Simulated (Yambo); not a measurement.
Yambo input for a free-standing BN bilayer (symmetry P-3m1, slab cell 16.9 Å high) (a = b = 2.507 Å, c = 16.900 Å, α = β = 90.00°, γ = 120.00°), on norm-conserving PBE (Quantum ESPRESSO, 84 Ry, no spin-orbit coupling) wavefunctions on a 30×30×1 mesh:

```
rim_cut
optics
chi
dipoles
kernel
RandQpts= 1000000
RandGvec= 2 Ry
CUTGeo= "slab z"
FFTGvecs= 30 Ry
Chimod= "HARTREE"
NGsBlkXd= 2 Ry
% QpntsRXd
 1 | 1 |
%
% BndsRnXd
 1 | 24 |
%
GrFnTpXd= "R"
% EnRngeXd
 0.0 | 20.0 | eV
%
% DmRngeXd
 0.2 | 0.2 | eV
%
CGrdSpXd= 50
ETStpsXd= 161
% LongDrXd
 1.0 | 0.0 | 0.0 |
%
```

First lines of the file o-*.alpha_q1_inv_rpa_dyson:

```
Polarizability  ( -<<X>> ) @ Q(1):   1.00000000     0.00000000     0.00000000    [q->0 direction]
#
# Polarizability units: length
#
# [ X ] Hartree size     :  21
# [GEN] GF Energies     : Perdew, Burke & Ernzerhof(X)+Perdew, Burke & Ernzerhof(C)
# [GEN] Green`s Function     : Retarded
#
# [GEN] Gauge     : Length
# [GEN] [r,Vnl] included     : yes
#
#    E[1] [eV]     Im(alpha)     Re(alpha)     Im(alpha_o)     Re(alpha_o)
#
     0.000000     -0.100603E-8     3.733064     -0.12067E-17     3.749234
     0.125000     0.003792     3.734243     0.003812     3.750419
     0.250000     0.007605     3.737786     0.007645     3.753981
     0.375000     0.011460     3.743712     0.011521     3.759938
     0.500000     0.015380     3.752055     0.015462     3.768325
     0.625000     0.019388     3.762861     0.019491     3.779189
     0.750000     0.023509     3.776193     0.023634     3.792592
     0.875000     0.027769     3.792128     0.027916     3.808611
     1.000000     0.032197     3.810760     0.032368     3.827342
     1.125000     0.036824     3.832202     0.037020     3.848897
     1.250000     0.041687     3.856587     0.041908     3.873412
     1.375000     0.046825     3.884073     0.047073     3.901043
     1.500000     0.052283     3.914841     0.052560     3.931975
     1.625000     0.058114     3.949104     0.058422     3.966420
     1.750000     0.064377     3.987109     0.064718     4.004626
     1.875000     0.071144     4.029140     0.071521     4.046880
     2.000000     0.078497     4.075531     0.078913     4.093517
     2.125000     0.086535     4.126668     0.086994     4.144925
     2.250000     0.095377     4.183003     0.095883     4.201559
     2.375000     0.105166     4.245067     0.105724     4.263952
     2.500000     0.116078     4.313485     0.116694     4.332733
     2.625000     0.128331     4.388998     0.129011     4.408647
     2.750000     0.142197     4.472493     0.142950     4.492584
     2.875000     0.158021     4.565035     0.158858     4.585616
     3.000000     0.176249     4.667918     0.177182     4.689044
     3.125000     0.197462     4.782729     0.198506     4.804463
     3.250000     0.222435     4.911437     0.223611     4.933852
     3.375000     0.252224     5.056520     0.253555     5.079702
     3.500000     0.288300     5.221137     0.289818     5.245188
     3.625000     0.332774     5.409388     0.334521     5.434431
     3.750000     0.388784     5.626698     0.390817     5.652882
```
(The file goes on to the top of the energy range; α is in bohr.) Convergence of the RPA response with its 30×30×1 mesh was not tested.

Geometry relaxed with PBE+D3(BJ).
